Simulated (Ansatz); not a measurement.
## Wurtzite alloy of AlN and SiC (3 of 48 Al sites, 3 of 48 N sites exchanged), 96 atoms

Ansatz, PAW, plane waves. PBEsol relaxation of cell lengths and atoms (angles held) at the single k point (¼, ¼, ¼) without its symmetry partners; single points on the relaxed atoms at the Γ point alone, onto which points of the small cell's zone fold. Arrangement: quasirandom. No spin–orbit coupling unless named.

Relaxed structure:

```cif
data_structure
_symmetry_space_group_name_H-M 'P 1'
_symmetry_Int_Tables_number 1
_cell_length_a 9.3479
_cell_length_b 10.7856
_cell_length_c 9.9736
_cell_angle_alpha 90.000
_cell_angle_beta 90.000
_cell_angle_gamma 90.000
_cell_volume 1005.57
loop_
_atom_site_label
_atom_site_type_symbol
_atom_site_fract_x
_atom_site_fract_y
_atom_site_fract_z
_atom_site_occupancy
Al1 Al 0.16642 0.08293 0.24983 1
Al2 Al 0.16611 0.08386 0.74955 1
Al3 Al 0.99904 0.33269 0.25050 1
Al4 Al 0.00035 0.33270 0.75007 1
Al5 Al 0.50035 0.08424 0.24957 1
Al6 Al 0.50030 0.08358 0.74977 1
Al7 Al 0.33323 0.33252 0.24953 1
Al8 Al 0.33333 0.33417 0.74848 1
Al9 Al 0.16691 0.58183 0.24494 1
Al10 Al 0.16777 0.58150 0.74817 1
Al11 Al 0.99875 0.83507 0.24916 1
Al12 Al 0.00249 0.83142 0.73948 1
Al13 Al 0.83303 0.08061 0.24920 1
Al14 Al 0.83289 0.08365 0.74851 1
Al15 Al 0.66722 0.33322 0.25013 1
Al16 Al 0.66533 0.33356 0.75077 1
Al17 Al 0.50019 0.58278 0.24705 1
Al18 Al 0.49743 0.58141 0.75004 1
Al19 Al 0.33335 0.83371 0.23778 1
Al20 Al 0.33373 0.83408 0.75234 1
Al21 Al 0.83259 0.58384 0.24769 1
Al22 Al 0.66909 0.83475 0.24961 1
Al23 Al 0.66350 0.83373 0.74793 1
Al24 Al 0.00068 0.16365 0.49962 1
Al25 Al 0.99874 0.16608 0.00066 1
Al26 Al 0.33339 0.16807 0.50008 1
Al27 Al 0.33273 0.16547 0.99830 1
Al28 Al 0.16612 0.41687 0.49877 1
Al29 Al 0.16421 0.41424 0.00021 1
Al30 Al 0.99893 0.66390 0.49786 1
Al31 Al 0.66464 0.16586 0.50071 1
Al32 Al 0.66887 0.16654 0.00000 1
Al33 Al 0.50021 0.41855 0.49908 1
Al34 Al 0.50050 0.41452 0.00058 1
Al35 Al 0.33218 0.66792 0.49554 1
Al36 Al 0.33441 0.66753 0.99487 1
Al37 Al 0.16888 0.91655 0.49729 1
Al38 Al 0.16776 0.91721 0.99869 1
Al39 Al 0.83282 0.41676 0.49832 1
Al40 Al 0.83426 0.41552 0.99978 1
Al41 Al 0.66932 0.66556 0.49826 1
Al42 Al 0.66316 0.67012 0.99843 1
Al43 Al 0.49717 0.91775 0.49688 1
Al44 Al 0.50164 0.91907 0.00037 1
Al45 Al 0.83321 0.91482 0.99779 1
Si1 Si 0.83464 0.58358 0.74946 1
Si2 Si 0.00172 0.66777 0.99542 1
Si3 Si 0.83415 0.91465 0.50061 1
N1 N 0.99781 0.16656 0.19213 1
N2 N 0.99728 0.16770 0.68954 1
N3 N 0.33314 0.16636 0.18941 1
N4 N 0.33339 0.16732 0.69103 1
N5 N 0.16524 0.41431 0.18967 1
N6 N 0.16378 0.41400 0.69012 1
N7 N 0.99771 0.66619 0.17340 1
N8 N 0.98894 0.65787 0.69319 1
N9 N 0.66892 0.16712 0.19138 1
N10 N 0.66862 0.16845 0.69058 1
N11 N 0.50076 0.41478 0.19088 1
N12 N 0.50234 0.41425 0.68961 1
N13 N 0.33300 0.66234 0.18871 1
N14 N 0.16207 0.91843 0.18936 1
N15 N 0.16531 0.92025 0.68881 1
N16 N 0.83351 0.41811 0.18884 1
N17 N 0.83281 0.42678 0.69504 1
N18 N 0.66825 0.66801 0.18841 1
N19 N 0.67931 0.66065 0.69406 1
N20 N 0.50591 0.91874 0.19326 1
N21 N 0.50296 0.91955 0.68582 1
N22 N 0.83295 0.91658 0.18589 1
N23 N 0.83104 0.91678 0.68229 1
N24 N 0.16819 0.08593 0.44002 1
N25 N 0.16273 0.08583 0.94000 1
N26 N 0.99731 0.33116 0.44176 1
N27 N 0.99777 0.33260 0.94007 1
N28 N 0.49957 0.08536 0.44000 1
N29 N 0.50323 0.08761 0.94028 1
N30 N 0.33362 0.33483 0.44038 1
N31 N 0.33199 0.33467 0.93997 1
N32 N 0.16240 0.58111 0.43368 1
N33 N 0.15285 0.58340 0.94376 1
N34 N 0.99677 0.82276 0.93657 1
N35 N 0.83020 0.07401 0.44415 1
N36 N 0.83463 0.08086 0.93859 1
N37 N 0.66811 0.33223 0.44148 1
N38 N 0.66934 0.33390 0.94066 1
N39 N 0.50446 0.58445 0.43660 1
N40 N 0.50455 0.57864 0.94198 1
N41 N 0.33524 0.83481 0.43080 1
N42 N 0.83289 0.58062 0.43695 1
N43 N 0.84144 0.58778 0.93266 1
N44 N 0.67372 0.83737 0.44501 1
N45 N 0.66994 0.83397 0.93672 1
C1 C 0.33253 0.66598 0.68764 1
C2 C 0.99124 0.83480 0.44447 1
C3 C 0.33520 0.83603 0.94561 1
```

(1) What are the mean bond lengths by pair (pairs within 1.2 times the sum of covalent radii, less contacts 15 % beyond the pair's median; cation–cation pairs of compounds aside; long ionic contacts are cut short by that bound)?

(2) What gap lies between the top filled and the lowest empty level in the single points?

Answers

(1) Al–C 1.909 ± 0.027 Å (standard deviation, 11 bonds); Al–N 1.903 ± 0.028 Å (standard deviation, 169 bonds); C–Si 1.792 ± 0.000 Å (standard deviation, 1 bonds); N–Si 1.789 ± 0.030 Å (standard deviation, 11 bonds).

(2) HSE06 3.99 eV (3 min on 7 threads of Neoverse-V2); r²SCAN 3.32 eV (22 s on 7 threads of Neoverse-V2).
